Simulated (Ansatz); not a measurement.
# 4 guesses for Ge₂Sb₂Se and where they end

Method: Ansatz, DFT PBE, scalar-relativistic, plane waves, PAW. All cells share a 420 eV cutoff and Γ-centred k meshes spaced at most about 0.3 Å⁻¹ (about 0.25 or finer for metals, 2π included). No spin polarisation in the final relaxations.

Each guess was relaxed in cell and atoms at zero pressure, within the symmetry of its start. Temperature and zero-point effects are left out. Coordination counts Ge or Sb atoms around Se (for each partner element, those within 1.25 times its shortest distance or 1.15 times the sum of covalent radii, where it is the nearest in units of that sum or under 1.3; the shortest distance is added where it is long for a bond).

```
guess      made from  start group  V start (Å³/atom)  end group  V end (Å³/atom)  coordination at the end  gap on mesh (eV)  E over the lowest end (meV/atom)
    1    random cell        P-6m2               27.4      P-6m2             28.8                     Se 3                 0                               199
    2    random cell        P-3m1               26.9          ?                ?                        ?                 ?                                 ?
    3  YbZn2As2 type        P-3m1               26.7      P-3m1             24.8          Se 6 from 2.9 Å                 0                                 0
    4    random cell       P4/mmm               24.7     P4/mmm             28.7                     Se 2                 0                                66
```

Guess 2 as it starts:

```cif
data_structure
_symmetry_space_group_name_H-M 'P 1'
_symmetry_Int_Tables_number 1
_cell_length_a 4.4172
_cell_length_b 4.4172
_cell_length_c 7.9582
_cell_angle_alpha 90.000
_cell_angle_beta 90.000
_cell_angle_gamma 120.000
_cell_volume 134.47
loop_
_atom_site_label
_atom_site_type_symbol
_atom_site_fract_x
_atom_site_fract_y
_atom_site_fract_z
_atom_site_occupancy
Ge1 Ge 0.00000 0.00000 0.27953 1
Ge2 Ge 0.00000 0.00000 0.72047 1
Sb1 Sb 0.33333 0.66667 0.19662 1
Sb2 Sb 0.66667 0.33333 0.80338 1
Se1 Se 0.00000 0.00000 0.50000 1
```

Problem. Predict the end of this guess and its energy over the lowest end.

Solution. It ends in space group P-3m1 (No. 164), with a = 4.274 Å, c = 9.605 Å, 30.4 Å³/atom and no gap. It lies 74 meV/atom over the lowest end, above guess 4 and below guess 1. Counting Ge or Sb atoms around Se, this end has Se 2 and the lowest (guess 3) has Se 6 from 2.9 Å.

```
CELL_PARAMETERS angstrom
4.27384 0.00000 0.00000
-2.13692 3.70126 0.00000
0.00000 0.00000 9.60450
ATOMIC_POSITIONS crystal
Ge 0.00000 0.00000 0.25000
Ge 0.00000 0.00000 0.75000
Sb 0.33333 0.66667 0.11997
Sb 0.66667 0.33333 0.88003
Se 0.00000 0.00000 0.50000
```

Energies over the elements count from the elements' standard structures at the same level, with no fitted energy shifts.

Problem. Is the lowest end bound against the elements?

Solution. No: its formation energy is +0.10 eV/atom. A positive value: parting into the elements would lower its energy.

For metals, differences of a few meV/atom aren't resolved. Weakly bound directions are ill-defined at this level, which has no dispersion term (P-6m2), and this can change margins and order among such cells. These runs have no spin–orbit coupling, which can matter for Sb. The reference form of Se is held partly by dispersion forces, which this level lacks. Cells relaxed within their symmetry can be saddle points. A lower structure may well exist outside this small set. Some types were kept out of the candidates beforehand, so the set may lack a known form.
